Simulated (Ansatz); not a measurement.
One element of this relaxed crystal is hidden as X:

```
cell (Å)
  1.529 -0.883 6.810
  0.000 1.766 6.810
  -1.529 -0.883 6.810
  As 0.0000 0.0000 0.0000
  X 0.2227 0.2227 0.2227
  X 0.7773 0.7773 0.7773
```

All-electron LAPW in Ansatz 0.2.0 under PBE, scalar-relativistic and without spin polarisation, finds it within 0.02 GPa of zero pressure, with a formation energy of 0.14 eV/atom from the elements, no gap and, on PAW files, a Bader charge of +0.04 e on X. The structure needn't be the ground state.

Q: Which element is X?

A: Ag, which makes the crystal Ag₂As. Neighbours weren't tried against these numbers.
